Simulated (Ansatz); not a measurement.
This guess for CdNiC₄N₄ is about to be relaxed.

```
Cd Ni C N
1.0
     5.98654    0.00000    0.00000
     0.00000    5.98654    0.00000
     0.00000    0.00000    5.98654
Cd Ni C N
1 1 4 4
Direct
  0.50000 0.50000 0.50000
  0.00000 0.00000 0.00000
  0.18488 0.18488 0.18488
  0.18488 0.81512 0.81512
  0.81512 0.18488 0.81512
  0.81512 0.81512 0.18488
  0.29771 0.29771 0.29771
  0.29771 0.70229 0.70229
  0.70229 0.29771 0.70229
  0.70229 0.70229 0.29771
```

Theory: Ansatz, DFT PBE, scalar-relativistic, plane waves, PAW. Cutoff 420 eV, Gaussian smearing, Γ-centred meshes. Cell and atoms relax first on a coarse mesh and then on a finer one. In between, the cell is made exact in the group found at 0.06 Å. In metals the finer mesh still leaves noise of several meV/atom or more. The steps can't lower the symmetry of their start. Collinear spin, starting moments Ni 2.0 μB.

A guess keeps its type if space group and coordination stay and the shape of the cell changes little (axis ratios within about 15 %, angles within 6°); the volume may change.

**Question.** Will the relaxed cell still be of the starting type?

**Answer.** It keeps its type. The symmetry stays P-43m (No. 215). The volume per atom grows by 5.3 %, from 21.5 to 22.6 Å³. The shortest distance stays 1.17 Å (C–N). Counting neighbours within 15 % of an atom's shortest distance, the start has C 1, Cd 4, N 1, Ni 4 and the end C 1, Cd 4, N 1, Ni 4.

The last run used collinear spin, a 6×6×6 mesh for its 10-atom cell and Gaussian smearing of 0.10 eV. Another magnetic order may lie lower. Symmetry constrained the relaxation, so the result can be a saddle point.
